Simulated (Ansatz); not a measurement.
The cell below belongs to a search over invented structures; it isn't taken from experiment.

Input and command of a plane-wave DFT calculation in Ansatz:

```yaml
crystal:
  lattice:
    - [4.9601514686, 0.0, 0.0]
    - [0.0, 6.1256280153, 0.0]
    - [0.0, 0.0, 3.6409147096]
  atoms:
    - { symbol: Ga, position: [0.5, 0.0, 0.5] }
    - { symbol: Ga, position: [0.0, 0.5, 0.0] }
    - { symbol: P, position: [0.1657770388, 0.106917042, 0.0] }
    - { symbol: P, position: [0.8342229612, 0.893082958, 0.0] }
    - { symbol: P, position: [0.6657770388, 0.393082958, 0.5] }
    - { symbol: P, position: [0.3342229612, 0.606917042, 0.5] }
basis:
  ecutwfc: 500
kpoints:
  mp_grid: { grid: [6, 6, 8] }
  band_path:
    path:
      - [[0.0, 0.0, 0.0], [0.5, 0.0, 0.0], [0.5, 0.5, 0.0], [0.0, 0.5, 0.0], [0.0, 0.0, 0.0], [0.0, 0.0, 0.5], [0.5, 0.0, 0.5], [0.5, 0.5, 0.5], [0.0, 0.5, 0.5], [0.0, 0.0, 0.5]]
      - [[0.5, 0.0, 0.0], [0.5, 0.0, 0.5]]
      - [[0.0, 0.5, 0.0], [0.0, 0.5, 0.5]]
      - [[0.5, 0.5, 0.0], [0.5, 0.5, 0.5]]
    npoints: 14
hamiltonian:
  xc: r2scan
scf:
  occupations: { method: gaussian, width: 0.1 }
  n_extra_bands: 15
output:
  forces: true
  stress: true
  eigenvalues: true
  populations: true
  dos: { projected: true, de: 0.02, nscf_kmesh: { grid: [8, 8, 10] } }
  bader: true
  write_density: true
  write_potential: true
  elf: true
  volumetric_format: npy
```

```bash
ansatz run input.yaml --threads 1 --pin off --max-ram 2560MiB --backend cpu --events-out ev --progress --plain --runs-dir out
```

Processor: Intel(R) Xeon(R) 6975P-C (Granite Rapids), 1 thread, on a host shared with other jobs.

Estimate time, memory and problem size.

About 100 s, peak memory 0.96 GiB. It solves 38 bands at 80 k points (after reduction by symmetry) with about 2785 plane waves, in 8 SCF iterations.
